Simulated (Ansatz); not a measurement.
Be (fcc (Cu type), Fm-3m) at seven volumes, plane-wave PAW PBEsol (Ansatz code), scaled uniformly. One row is withheld.

| V (Å³/atom) | P (GPa) |
|---|---|
| 7.099 | ? |
| 7.333 | 8.29 |
| 7.567 | 3.89 |
| 7.801 | 0.00 |
| 8.035 | -3.45 |
| 8.269 | -6.46 |
| 8.503 | -9.09 |

Q: Fit the shown pressures and predict the withheld one.

A: P = (3/2)B₀(x^(7/2) − x^(5/2))[1 + (3/4)(B′ − 4)(x − 1)] with x = (V₀/V)^(2/3). Least squares on the six rows gives V₀ = 7.800 Å³/atom, B₀ = 122 GPa, B′ = 3.26. At V = 7.099, x = 1.0648 and P = 13.37 GPa. The run itself gave 13.41 GPa.

The start of the workflow was typed in or built on a structure type; neither database checked (COD, Materials Project) lists it. It is not the phase usual at ambient conditions (space group No. 194). The PBEsol relaxation kept the symmetry of its start; its stability against distortions is not shown here.

Potentials: the later of the program's two PAW sets.
